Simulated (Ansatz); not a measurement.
MgCdS$_{2}$ in space group P3m1 (No. 156; Cd on 1b, S on 1b, Mg on 1c, S on 1c), the program Ansatz at the PBE level (PAW). The conduction-band minimum lies at Γ, with 1 equivalent valley. Second derivatives d²E/dk² of the lowest band at one valley (eV·Å²), along Cartesian directions:

```tsv
direction	d²E/dk²
[100]	39.53
[010]	39.53
[001]	37.49
[110]	39.53
[101]	38.52
[011]	38.52
```

### Question
Find the principal effective masses, the density-of-states mass and the conductivity mass.

### Answer
Off-diagonal terms follow from H_xy = H[110] − (H_xx + H_yy)/2, and m*/mₑ = 7.620 eV·Å² over each eigenvalue: 0.19, 0.19, 0.20. One valley's DOS mass (m₁m₂m₃)^(1/3) = 0.20, conductivity mass 3/(Σ 1/mᵢ) = 0.20 mₑ.

### Question
What effective density of states Nc follows at 300 K for parabolic valleys?

### Answer
Nc = 2.509e19 × 1 × (0.20)^(3/2) ≈ 2.2e18 cm⁻³.

The start of the workflow was typed in or built on a structure type; neither database checked (COD, Materials Project) lists it. Whether it is the stable phase at ambient conditions was not checked. The PBE relaxation kept the symmetry of its start; its stability against distortions is not shown here. The volume moved by 27 % from the start of the relaxation. Scalar-relativistic: spin–orbit coupling is off unless named, which matters more the heavier the elements.

Potentials: the earlier of the program's two PAW sets.

Edges and masses are those of Kohn–Sham bands, whose gap is no quasiparticle gap.
